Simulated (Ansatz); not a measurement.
Here is the system:

Relaxed InSb (zinc blende):

```xyz
2
Lattice="0.0000 3.2596 3.2596 3.2596 0.0000 3.2596 3.2596 3.2596 0.0000" Properties=species:S:1:pos:R:3 pbc="T T T"
Sb     4.8894     4.8894     4.8894
In     0.0000     0.0000     0.0000
```

Scan: atom 1 (Sb, nearest neighbour In at 2.823 Å; its periodic images, 4.6 Å or more away, move with it) is displaced along Cartesian [110], direction (0.707, 0.707, 0.000) in Cartesian axes, by s. The other atoms stay.

Calculation: PBEsol (plane waves to 420 eV, PAW, scalar-relativistic; Ansatz, a program for electronic structure). k mesh 10×10×10 (Γ-centred), Fermi-Dirac smearing 0.05 eV. Energies are smeared free energies. With partly filled bands, energies and forces of such displacements shift with the k mesh and the smearing. At this level the bands of InSb touch or barely overlap; measurements give the solid a gap. InSb was relaxed with its symmetry unable to fall. Spin-orbit coupling is left out, though Sb is heavy. The zero of ΔE is the undisplaced structure.

The scan covers s from -0.560 to 0.560 Å in 11 points.

Problem. Is the energy the same for equal positive and negative displacements?

Solution. Even: the same for both signs. With its periodic images moving along, the atom's site symmetry in this cell is -43m.

Problem. What force acts on the atom along the line at s = -0.560 Å?

Solution. 4.24 eV/Å.

Problem. What is the force constant k = d²E/ds² of this move at s = 0?

Solution. 6.56 eV/Å².

(For displaced atoms, the force is minus the slope of the energy, and its curvature is a force constant, which sets phonon frequencies.)
